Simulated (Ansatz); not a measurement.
# ZrSi₂, a database entry at a rescaled volume

```yaml
crystal:
  lattice:
    - [3.72503, 0.00000, 0.00000]
    - [1.86251, -7.38997, 0.00000]
    - [0.00000, 0.00000, -3.67496]
  atoms:
    - { symbol: Si, position: [0.75000, 0.50000, 0.75000] }
    - { symbol: Si, position: [0.25000, 0.50000, 0.25000] }
    - { symbol: Zr, position: [0.10400, 0.79200, 0.75000] }
    - { symbol: Zr, position: [0.89600, 0.20800, 0.25000] }
    - { symbol: Si, position: [0.43900, 0.12200, 0.75000] }
    - { symbol: Si, position: [0.56100, 0.87800, 0.25000] }
```

Method: PBE, no spin polarisation; PAW, plane waves to 420 eV, 8×8×8 Γ-centred mesh, fermi-dirac occupations (width 0.1 eV) (Ansatz 0.2.0), atoms fixed.

Is the cell too large or too small?

The pressure is -0.9 GPa (compression positive), so with the atoms held at these fractions the cell would first shrink; the forces are large, so a full relaxation may end otherwise. The principal stresses -3.3, 0.3, 0.4 GPa differ, so its shape would change too.

Is it stable against the elements?

-0.64 eV an atom against the elements' usual phases (free molecules for gases, crystals otherwise, with no correction for O₂ or N₂), so it is bound against them; other compounds may still compete. Relaxing would lower it.

Where is the largest force?

The largest is on Si6 (and as large on other atoms): 0.95 eV/Å, components (0.00, -0.95, 0.00). It makes 46° with the line to a nearest neighbour, Si5 at 2.57 Å, pointing towards it.

Metal or insulator?

It is a metal, with about 1 states/eV a cell as the mean within 0.25 eV of the Fermi level, mostly Zr d (57 %) and Si p (30 %).

Give the Bader charges.

Bader charges in e: Zr +1.30, Si -0.81 to -0.48. In the mean Zr gives up most and Si takes most.

Origin: a database entry at a rescaled volume.
